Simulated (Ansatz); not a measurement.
AlP (zinc blende), relaxed with HSE06 (Ansatz, a first-principles code, plane waves, PAW): a = b = c = 5.4758 Å, α = β = γ = 90.00°.

* **gap (eV)**: 2.28
* **B₀ by P(V) fit (GPa)**: 90.7

Problem. The same phase is relaxed and computed with LDA in the same code. What are the cell and these values now?

Solution. a = 5.434 Å, b = 5.434 Å, c = 5.434 Å, α = 90.00°, β = 90.00°, γ = 90.00°.

gap (eV): 1.42
B₀ by P(V) fit (GPa): 89.9

All cells were relaxed under the symmetry of their starts (and spin orders); stability against distortions was not tested throughout.

Potentials: the later of the program's two PAW sets.

Ansatz is a plane-wave DFT program.
